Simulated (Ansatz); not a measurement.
An Ansatz input:

```yaml
crystal:
  lattice:
    - [2.6808045215, 0.0, 0.0]
    - [-1.3404022608, 2.3216448182, 0.0]
    - [0.0, 0.0, 9.0735668826]
  atoms:
    - { symbol: Pt, position: [1.0, 1.0, 0.0], spin: 1.0 }
    - { symbol: Pt, position: [1.0, 1.0, 0.5], spin: 1.0 }
    - { symbol: Pt, position: [0.3333333333, 0.6666666667, 0.25], spin: 1.0 }
    - { symbol: Pt, position: [0.6666666667, 0.3333333333, 0.75], spin: 1.0 }
hamiltonian:
  xc: mr2scan
  pseudopotentials:
    kind: paw
    azcp:
      Pt: "pseudopotentials/Pt.paw.azcp"
basis:
  ecutwfc: 500
  fft_grid_basis: typed
kpoints:
  mp_grid: { grid: [17, 17, 5], shift: [0, 0, 0] }
magnetization:
  spin_polarized: true
scf:
  occupations: { method: fermi_dirac, width: 0.05 }
output:
  stress: true
```

Output

```
Engine: ansatz 0.2.0, aarch64-unknown-linux-gnu
Pseudopotentials: kind: paw
Pseudopotential: Pt, paw, valence charge 18, recommended cutoff 500 eV (meta_gga) 
Functional definition: m-r2SCAN
  exchange = m_r2scan_x
  correlation = m_r2scan_c
Crystal: 4 atoms, lattice volume = 56.473 Å³
Basis set: ecut = 500 eV, 1413 PW (Γ), exchange–correlation on 80×80×288 points (64 copies of the dense FFT grid, shifted against one another)
Bands: 46, of which v1, the nominal top of the filled ones, is band 36 counted from 1 (35 counted from 0)
Symmetry: 24 space group operations
Space group: P63/mmc (ITA 194), of the structure as read, at distance tolerance 3.8e-5 Å
Magnetic group: BNS 194.263 (UNI 1493), of the structure as read, at distance tolerance 3.8e-5 Å
k-points: 99 of 1445
Non-local potential: Pt, projectors of the file, l = 0: 3, l = 1: 2, l = 2: 2, l = 3: 1
PAW form: soft (Blöchl's): semilocal exchange-correlation on the pseudo side does not see the compensation charge
PAW frozen core: Pt, regenerated for the run's functional (the file was generated under x = pbe(κ = 0.804, μ = 0.2195149727645171), c = pbe(β = 0.06672455060314922))
PAW one-centre angular grid: Pt, 590 points (default); XC on 160 Gauss nodes
Initial density: superposition of atomic densities (chi_scale 0.1, normalization cell)
Starting moments: Σ|m| = 4 μB on 4 of 4 sites
Initial wavefunctions: pseudopotential atomic-orbital guess
Functional: x = mr2scan, c = mr2scan; τ floored in thin density (d = 2e-4 eV/Å³)
iter 1 solved again at ethr=2.66e-3 eV; its pass at ethr=3.10e-3 eV (dr2=1.92e0 eV) is discarded
SCF iter   1: F=—  HF=-50146.914413 eV  |F-HF|=—  |Δ(HF+E_count)|=         —  Δρ=4.31e-2 (↑4.31e-2 ↓3.34e-2)  dr2=2.59e0  dr2_τ=3.39e-2  dr2_m=1.31e-1  M=2.453 μB ∫|m|=2.459 μB  β_m=0.78  ethr=2.66e-3  ⟨swp⟩=2.0  Hψ=49288  notcnv=0
Mixer restart at iter 1: flushing history
spin=Collinear: Kerker preconditioning applied to the charge; magnetization (m = ρ↑ − ρ↓) channel mixes plain (no charge-response kernel on spin).
SCF iter   2: F=—  HF=-50146.065879 eV  |F-HF|=—  |Δ(HF+E_count)|=   8.49e-1  Δρ=2.27e-2 (↑2.27e-2 ↓1.99e-2)  dr2=7.57e-1  dr2_τ=2.66e-2  dr2_m=1.78e-2  M=2.209 μB ∫|m|=2.249 μB  β_m=1.00  ethr=2.66e-3  ⟨swp⟩=2.0  Hψ=14850  notcnv=0  κ⁻¹=1.0e0(r=1)
SCF iter   3: F=—  HF=-50146.335463 eV  |F-HF|=—  |Δ(HF+E_count)|=   2.70e-1  Δρ=1.40e-2 (↑1.40e-2 ↓1.15e-2)  dr2=2.64e-1  dr2_τ=6.76e-3  dr2_m=2.99e-3  M=1.916 μB ∫|m|=2.014 μB  β_m=0.82  ethr=1.05e-3  ⟨swp⟩=2.3  Hψ=12834  notcnv=0  defer=75  κ⁻¹=1.1e-1(r=2)
SCF iter   4: F=—  HF=-50147.087556 eV  |F-HF|=—  |Δ(HF+E_count)|=         —  Δρ=4.00e-2 (↑4.00e-2 ↓3.51e-2)  dr2=3.73e-2  dr2_τ=1.04e-1  dr2_m=7.14e-1  M=-0.495 μB ∫|m|=0.495 μB  β_m=1.00  ethr=3.67e-4  ⟨swp⟩=2.1  Hψ=14815  notcnv=0  defer=223  κ⁻¹=1.1e-1(r=2)
SCF iter   5: F=—  HF=-50146.699036 eV  |F-HF|=—  |Δ(HF+E_count)|=   3.89e-1  Δρ=8.98e-3 (↑4.08e-3 ↓8.98e-3)  dr2=4.37e-2  dr2_τ=4.18e-3  dr2_m=1.47e-2  M=-0.146 μB ∫|m|=0.146 μB  β_m=0.41  ethr=6.94e-5  ⟨swp⟩=2.0  Hψ=17796  notcnv=0  defer=299  κ⁻¹=1.1e-1(r=2)
...
SCF iter  20: F=—  HF=-50146.657149 eV  |F-HF|=—  |Δ(HF+E_count)|=   1.54e-8  Δρ=1.19e-6 (↑1.14e-6 ↓1.19e-6)  dr2=1.52e-9  dr2_τ=6.08e-11  dr2_m=6.20e-11  M=-0.000 μB ∫|m|=0.000 μB  β_m=1.00  ethr=8.85e-12  ⟨swp⟩=2.0  Hψ=13164  notcnv=0  defer=518  κ⁻¹=5.2e-6(r=8)
SCF iter  21: F=—  HF=-50146.657149 eV  |F-HF|=—  |Δ(HF+E_count)|=   2.36e-9  Δρ=1.37e-6 (↑1.27e-6 ↓1.37e-6)  dr2=1.24e-9  dr2_τ=1.08e-10  dr2_m=5.06e-10  M=-0.000 μB ∫|m|=0.000 μB  β_m=1.00  ethr=2.11e-12  ⟨swp⟩=1.0  Hψ=22794  notcnv=0  κ⁻¹=3.5e-6(r=8)
SCF iter  22: F=-50146.657149 eV  HF=-50146.657149 eV  |F-HF|=5.75e-10  |Δ(HF+E_count)|=   1.29e-9  Δρ=6.60e-7 (↑5.73e-7 ↓6.60e-7)  dr2=9.14e-10  dr2_τ=2.02e-11  dr2_m=3.43e-11  M=-0.000 μB ∫|m|=0.000 μB  ethr=1.72e-12  ⟨swp⟩=2.0  Hψ=17068  notcnv=0
SCF 1 converged in 22 iterations: F = -50146.657149 eV  dr2 = 9.14e-10
WARN: the starting moments were not kept: the SCF closed with an absolute magnetisation of 2.6e-5 μB, where they sum to 4 μB in size (4 sites). That is at most 0.1 of that sum. Measured as dr2_m measures the in/out step, that magnetisation stands 9.8e-11 eV from none, at or under the dr2_threshold of 1.0e-7 eV: it is no larger than a step whose dr2_m would equal this threshold. The system may hold no moment; this SCF shows only that its start led to no more than that. To try another start: raise the starting moments (crystal.atoms[].spin, magnetization.per_species, magnetization.initial_magnetization, or on a non-collinear deck that types none of these the spinor_matrix: blocks that start its atoms; where the total moment is fixed, keep their sum and leave initial_magnetization as it is; typed ones take the place of any that the run laid by itself, positive ones on a crystal's lanthanoids without a Hubbard term where scf.initial_density.shell_occupations: [] is typed) or, if the notice of its spin-set hold's release reads "site moments contracting" or "site moments show no strong build", lengthen the hold (scf.mixing.spin_hold: { on: { confirm: 4 } }; for m-r²SCAN on two components see the key's manual first). Each may lead to a state that holds a moment. A second SCF, from the converged charge density, with the starting moments and any scf.initial_density.shell_occupations laid on it anew, would have followed, and was not run: the deck does not ask for one (magnetization.retry_lost_moments is false, the default). To let it run, set magnetization.retry_lost_moments: true and run the deck again, where that key's refused combinations let it; where memory then withholds it, that run's warning says so.
this state was not tested for a lower state beside it, because the mixer in use, unlike msr1, does not test its closes by its own steps (another_mixer; see scf.mixing.algorithm and scf.lower_state_search)
SCF converged after 22 iterations
Magnetization: -0.0000 μB (36.0000 up, 36.0000 down)
Absolute magnetization: 0.0000 μB (∫|ρ↑−ρ↓|, with the PAW one-centre terms)
Spin contamination: 0.0000 ħ² per cell (⟨S²⟩ above its minimum at these occupations)
Per-site moments (μB) at R_I (Å): [(-7.0334409133615636e-6, 1.1058318651189438), (-7.033440913363467e-6, 1.1058318651189438), (-5.9428246561857354e-6, 1.1058318651189438), (-5.942824656238992e-6, 1.1058318651189438)]
Free energy (F): -50146.657149 eV
Harris-Foulkes:  -50146.657149 eV  (|F-HF|=5.75e-10)
Internal energy: -50146.607994 eV  (E = F + TS)
E sigma→0 (E₀):  -50146.632571 eV
Entropy (-TS):   -0.049154 eV (-12.289 meV/atom)
Fermi energy:    25.252062 eV
--- Per-component energies (eV) ---
  E_band       = -460.302799
  E_kinetic    = 2565.721931
  E_local      = -5518.409470  (includes V_loc(G=0)·N_el)
  E_nonlocal   = 808.482856
  E_hartree    = 2074.225129
  E_xc         = -1006.174276
  E_vxc        = -1358.430158  (∫ρ·V_xc dr)
  E_paw        = -37920.902350  (= ΣΔE_a)
  E_vpaw       = -1192.714982  (= ΣTr[D̂ρ^β])
  E_aug_tail   = 0.000665  (compensation charges beyond the density's cutoff)
  E_vtau       = 86.596508  (kinetic-family band-sum trace: ∫τ·v_τ [+ j·A + Jᵃ·Aᵃ] dr)
  E_ewald      = -11148.626501
  E_core_change = -0.925978  (= ΣΔE_core)
  E_smearing   = -0.049154  (= −TS)
  E_closure    = -0.000000  (closes the sum)
  Σ components = -50146.657149   (vs F -50146.657149, Δ=0.00e0)
--- Stress (GPa, compression-positive) ---
       29.072870       0.000000      -0.000000
        0.000000      29.072870       0.000000
       -0.000000       0.000000      25.964315
  P = ⅓ Tr σ = 28.0367 GPa (280.367 kbar)
```
